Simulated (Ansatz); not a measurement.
TaP in space group I4_1md (No. 109; Ta on 4a, P on 4a), the program Ansatz at the PBEsol level (PAW), all energies at zero smearing, with the estimated change up to a 700 eV cutoff added, with one set of potentials and settings (totals compare only within such a set). Cell of 4 atoms (2 Ta, 2 P): -21099.036 eV.

| element | reference phase | E (eV/atom) |
|---|---|---|
| Ta | Im-3m, 1 atoms in the cell | -9807.4091 |
| P | Cmce, 4 atoms in the cell | -740.0363 |

Formation energy per atom, worked out: (-21099.036 − 2×(-9807.4091) − 2×(-740.0363))/4 = -1.036 eV/atom (-100 kJ per mol of atoms), at 0 K, without zero-point energy or fitted corrections.

The first step of the workflow began from a Materials Project structure, measured or hypothetical; the Crystallography Open Database copy checked does not list it. COD files the formula under space group No. 141. Whether it is the stable phase at ambient conditions was not checked. Symmetry was held in the PBEsol relaxation; its stability against distortions is not shown here. No spin polarisation was allowed. The references are the lowest solids computed at this level, not always the standard phases. Spin–orbit coupling is left out wherever it is not named.

Potentials: the earlier of the program's two PAW sets. The files were generated under PBE; for other functionals the program regenerates the frozen cores, and for LDA and PBEsol the local potential too.
